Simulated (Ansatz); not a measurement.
SnS:
```
SnS
1.0
   10.98687     0.00000     0.00000
    0.00000     3.95322     0.00000
    0.00000     0.00000     4.18703
Sn S
4 4
Direct
  0.11795   0.25000   0.10976
  0.38205   0.75000   0.60976
  0.88205   0.75000   0.89024
  0.61795   0.25000   0.39024
  0.85389   0.25000   0.47370
  0.64611   0.75000   0.97370
  0.14611   0.75000   0.52630
  0.35389   0.25000   0.02630
```

Relaxed with LDA.

### Question
Map the electron localisation function on the plane through (0.118, 0.250, 0.110) spanned by u = [1, 0, 0] and v = [0, 0, 1] in lattice vectors, from the program Ansatz at the LDA level (PAW).

### Answer
x is the fraction of u, y of v (the angle between them is 90°; rows are the nearest grid lines); atoms in the plane: Sn at (0.00, 0.00), Sn at (0.50, 0.28), S at (0.74, 0.36), S at (0.24, 0.92).
```
y \ x   0.000  0.100  0.175  0.275  0.375  0.450  0.550  0.625  0.725  0.825  0.900   1.00
------  -----  -----  -----  -----  -----  -----  -----  -----  -----  -----  -----  -----
1.00    0.003  0.268  0.863  0.801  0.188  0.232  0.192  0.073  0.274  0.095  0.437  0.003
0.905   0.023  0.299  0.834  0.524  0.260  0.086  0.102  0.032  0.055  0.077  0.483  0.023
0.857   0.166  0.311  0.829  0.625  0.245  0.050  0.070  0.026  0.051  0.071  0.517  0.166
0.762   0.402  0.259  0.801  0.823  0.120  0.037  0.044  0.030  0.171  0.066  0.474  0.402
0.714   0.391  0.181  0.738  0.798  0.072  0.063  0.053  0.050  0.358  0.087  0.301  0.391
0.619   0.180  0.059  0.443  0.494  0.062  0.365  0.185  0.186  0.748  0.299  0.060  0.180
0.524   0.053  0.028  0.108  0.133  0.204  0.461  0.310  0.439  0.793  0.665  0.037  0.053
0.476   0.054  0.029  0.051  0.075  0.332  0.438  0.341  0.540  0.571  0.761  0.046  0.054
0.381   0.118  0.047  0.034  0.053  0.469  0.269  0.236  0.621  0.008  0.845  0.073  0.118
0.286   0.225  0.094  0.143  0.169  0.415  0.117  0.106  0.558  0.299  0.845  0.115  0.225
0.238   0.294  0.137  0.329  0.405  0.348  0.144  0.129  0.486  0.736  0.796  0.170  0.294
0.143   0.155  0.207  0.728  0.837  0.198  0.337  0.293  0.296  0.856  0.460  0.317  0.155
0.0952  0.024  0.231  0.818  0.889  0.159  0.354  0.298  0.199  0.771  0.247  0.373  0.024
0.000   0.003  0.268  0.863  0.801  0.188  0.232  0.192  0.073  0.274  0.095  0.437  0.003
```

The density is the valence pseudo-density with augmentation charge, so density and ELF within about 1 Å of a nucleus are not all-electron values.

Space group Pnma. The cell was relaxed with LDA under the symmetry of its start. A crystal of weakly bound layers computed without a dispersion correction: the cell and the soft elastic constants depend strongly on that. Scalar-relativistic: spin–orbit coupling is off unless named, which matters more the heavier the elements.

Potentials: the later of the program's two PAW sets.
